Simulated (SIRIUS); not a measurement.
A self-consistent single point of GaAs (Imm2, 2 atoms in the cell; from Materials Project mp-2534, changed as shown).

```xyz
2
Lattice="0.0000 2.8751 2.8751 2.8751 0.0000 2.8751 2.8751 2.8751 0.0000" Properties=species:S:1:pos:R:3 pbc="T T T"
Ga    -0.0400     0.0000     0.0000
As     1.4375     1.4375     1.4375
```

All values come from this method and carry its errors: PBE, GBRV PBE ultrasoft pseudopotentials (plane waves; SIRIUS).

SIRIUS settings:

```
setting                                                               value
--------------------------------------  -----------------------------------
parameters.ngridk                                                     8 8 8
parameters.xc_functionals                      [XC_GGA_X_PBE, XC_GGA_C_PBE]
parameters.gk_cutoff                                           6.325 1/bohr
parameters.pw_cutoff                                          14.143 1/bohr
parameters.smearing                                             fermi_dirac
parameters.smearing_width                                     0.00367493 Ha
potentials                              GBRV PBE ultrasoft pseudopotentials
parameters.electronic_structure_method                      pseudopotential
parameters.num_bands                                                     16
parameters.num_mag_dims                                                   0
parameters.num_dft_iter                                                 100
parameters.energy_tol                                              1e-07 Ha
parameters.density_tol                                                1e-06
mixer.type                                                         anderson
mixer.beta                                                              0.5
mixer.use_hartree                                                     false
```

Results:

```
Item                                                     Result
------------------------------------------------  -------------
Number of valence electrons                                  24
Number of bands                                              16
Number of k-points after the program's reduction             95
Number of plane waves (most at a k-point)                  1387
Number of SCF iterations                                     28
FFT grid                                           40 × 40 × 40
Free energy E − TS                                -6199.6180 eV
Pressure                                              -0.24 GPa
Largest force (vector length)                        0.336 eV/Å
```

Forces (eV/Å):
```json
[
 {"atom": "Ga1", "Fx": "0.336", "Fy": "0.000", "Fz": "0.000"},
 {"atom": "As2", "Fx": "-0.336", "Fy": "0.000", "Fz": "0.000"}
]
```

Stress (GPa, positive for compression):
```
-0.27   0.00   0.00
 0.00  -0.23  -0.85
 0.00  -0.85  -0.23
```

For comparison: a first run was changed to give this one (atom 1 moved by -0.04 angstrom along x), and from it to this one the free energy goes up by 3.4 meV/atom, the pressure moves little (-0.29 to -0.24 GPa) and the largest force goes from 0.000 to 0.336 eV/Å.

The structure comes from a collection of computed structures, made at another level of theory; the collection holds predicted forms beside known ones. No clean gap shows at this smearing width and mesh (spacing up to 0.24 Å⁻¹); the mesh is coarse for partly filled bands, so the values carry mesh errors. Semi-local functionals can close small gaps.

Cost on one core: around 40 core-seconds (rough).
